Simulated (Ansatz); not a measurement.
Mg₃SnO (anti-perovskite, Pm-3m) at seven volumes, PBE (plane waves, PAW; program Ansatz), scaled uniformly. One row is withheld.

```json
[
 {"V (Å³/atom)": "15.415", "P (GPa)": "?"},
 {"V (Å³/atom)": "15.923", "P (GPa)": "4.97"},
 {"V (Å³/atom)": "16.431", "P (GPa)": "2.30"},
 {"V (Å³/atom)": "16.939", "P (GPa)": "0.00"},
 {"V (Å³/atom)": "17.447", "P (GPa)": "-1.96"},
 {"V (Å³/atom)": "17.956", "P (GPa)": "-3.63"},
 {"V (Å³/atom)": "18.464", "P (GPa)": "-5.05"}
]
```

Fit the shown pressures and predict the withheld one.

P = (3/2)B₀(x^(7/2) − x^(5/2))[1 + (3/4)(B′ − 4)(x − 1)] with x = (V₀/V)^(2/3). Least squares on the six rows gives V₀ = 16.939 Å³/atom, B₀ = 70.5 GPa, B′ = 4.27. At V = 15.415, x = 1.0649 and P = 8.13 GPa. The run itself gave 8.10 GPa.

The start of the workflow was typed in or built on a structure type; neither database checked (COD, Materials Project) lists it. Whether it is the stable phase at ambient conditions was not checked. The PBE relaxation kept the symmetry of its start; its stability against distortions is not shown here. Spin–orbit coupling is left out wherever it is not named.

Potentials: the earlier of the program's two PAW sets.
